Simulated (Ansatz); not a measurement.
# BiBrF, a known structure type with other elements, at an estimated volume

```yaml
crystal:
  lattice:
    - [4.23902, 0.00000, 0.00000]
    - [0.00000, 4.23902, 0.00000]
    - [0.00000, 0.00000, 7.69717]
  atoms:
    - { symbol: Bi, position: [0.00000, 0.50000, 0.19500] }
    - { symbol: Bi, position: [0.50000, 0.00000, 0.80500] }
    - { symbol: F, position: [0.00000, 0.00000, 0.00000] }
    - { symbol: F, position: [0.50000, 0.50000, 0.00000] }
    - { symbol: Br, position: [0.00000, 0.50000, 0.65000] }
    - { symbol: Br, position: [0.50000, 0.00000, 0.35000] }
```

Method: PBE, no spin polarisation; PAW, plane waves to 420 eV, 8×8×5 Γ-centred mesh, fermi-dirac occupations (width 0.0471 eV) (Ansatz 0.2.0), atoms fixed.

Question: Where is the largest force?

Answer: The largest is on Br5 (and as large on other atoms): 0.10 eV/Å, components (0.00, 0.00, 0.10). It makes 68° with the line to a nearest neighbour, Bi2 at 3.23 Å.

Question: Is it stable against the elements?

Answer: -1.02 eV an atom against the elements' usual phases (free molecules for gases, crystals otherwise, with no correction for O₂ or N₂), so it is bound against them; other compounds may still compete. Relaxing would lower it.

Question: What happens at the Fermi level?

Answer: It is a metal, with about 3.8 states/eV a cell as the mean within 0.25 eV of the Fermi level, mostly Bi p (75 %).

Question: Is the cell too large or too small?

Answer: The pressure is -0.5 GPa (compression positive), so with the atoms held at these fractions the cell would first shrink.

Question: Which element gives electrons and which takes them?

Answer: Bader charges in e: Bi +1.35, Br -0.57, F -0.79. In the mean Bi gives up most and F takes most.

Question: What do density and ELF say about some of the short contacts?

Answer: Bi–F at 2.60 Å: least valence density 0.23 e/Å³ and ELF 0.14 there. F–F at 3.00 Å: least valence density 0.07 e/Å³ and ELF 0.03 there. Br–Bi at 3.23 Å: least valence density 0.16 e/Å³ and ELF 0.23 there. These are pseudo-fields; inside the PAW spheres they differ from the all-electron ones.

Origin: a known structure type with other elements, at an estimated volume, so it need not be a known compound. Caveats: many states at the Fermi level without spin polarisation, so a magnetic state may lie lower; the Fermi level lies in a narrow band between gaps, which spin or distortion may split.
